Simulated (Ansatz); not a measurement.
Zr:
```xyz
2
Lattice="0.0000 3.0932 3.0932 3.0932 0.0000 3.0932 3.0932 3.0932 0.0000" Properties=species:S:1:pos:R:3 pbc="T T T"
Zr     0.0000     0.0000     0.0000
Zr     1.5466     1.5466     1.5466
```

Relaxed with r²SCAN.

### Question
Map the valence electron density (e/Å³), cut off at 2 on the plane through (0.000, 0.000, 0.000) spanned by u = [1, 0, 0] and v = [-1, 1, 1] in lattice vectors, from r²SCAN in the plane-wave PAW code Ansatz.

### Answer
x is the fraction of u, y of v (the angle between them is 90°; rows are the nearest grid lines); atoms in the plane: Zr at (0.00, 0.00), Zr at (0.50, 0.25).
```
y \ x   0.000  0.0909  0.182  0.273  0.364  0.455  0.545  0.636  0.727  0.818  0.909   1.00
------  -----  ------  -----  -----  -----  -----  -----  -----  -----  -----  -----  -----
1.00     2.00    2.00   1.56  0.292  0.153  0.133  0.133  0.153  0.292   1.56   2.00   2.00
0.935    2.00    2.00  0.978  0.201  0.102  0.081  0.081  0.102  0.201  0.978   2.00   2.00
0.839   0.630   0.429  0.187  0.092  0.058  0.045  0.045  0.058  0.092  0.187  0.429  0.630
0.774   0.169   0.146  0.102  0.068  0.047  0.037  0.037  0.047  0.068  0.102  0.146  0.169
0.677   0.075   0.071  0.063  0.054  0.046  0.041  0.041  0.046  0.054  0.063  0.071  0.075
0.613   0.049   0.050  0.052  0.054  0.056  0.057  0.057  0.056  0.054  0.052  0.050  0.049
0.548   0.037   0.040  0.049  0.062  0.077  0.087  0.087  0.077  0.062  0.049  0.040  0.037
0.452   0.037   0.043  0.060  0.095  0.156  0.229  0.229  0.156  0.095  0.060  0.043  0.037
0.387   0.049   0.056  0.081  0.162  0.485   1.13   1.13  0.485  0.162  0.081  0.056  0.049
0.323   0.075   0.084  0.124  0.368   1.85   2.00   2.00   1.85  0.368  0.124  0.084  0.075
0.226   0.169   0.171  0.209  0.620   2.00   2.00   2.00   2.00  0.620  0.209  0.171  0.169
0.161   0.630   0.464  0.291  0.406   1.50   2.00   2.00   1.50  0.406  0.291  0.464  0.630
0.0645   2.00    2.00   1.06  0.297  0.255  0.320  0.320  0.255  0.297   1.06   2.00   2.00
0.000    2.00    2.00   1.56  0.292  0.153  0.133  0.133  0.153  0.292   1.56   2.00   2.00
```

The density is the valence pseudo-density with augmentation charge, so density and ELF within about 1 Å of a nucleus are not all-electron values.

Space group Fd-3m (diamond). The start of the workflow was typed in or built on a structure type; neither database checked (COD, Materials Project) lists it. It is not the phase usual at ambient conditions (space group No. 194). The r²SCAN relaxation kept the symmetry of its start; its stability against distortions is not shown here. The run is not spin-polarised. The volume moved by -20 % from the start of the relaxation.

Potentials: the earlier of the program's two PAW sets.
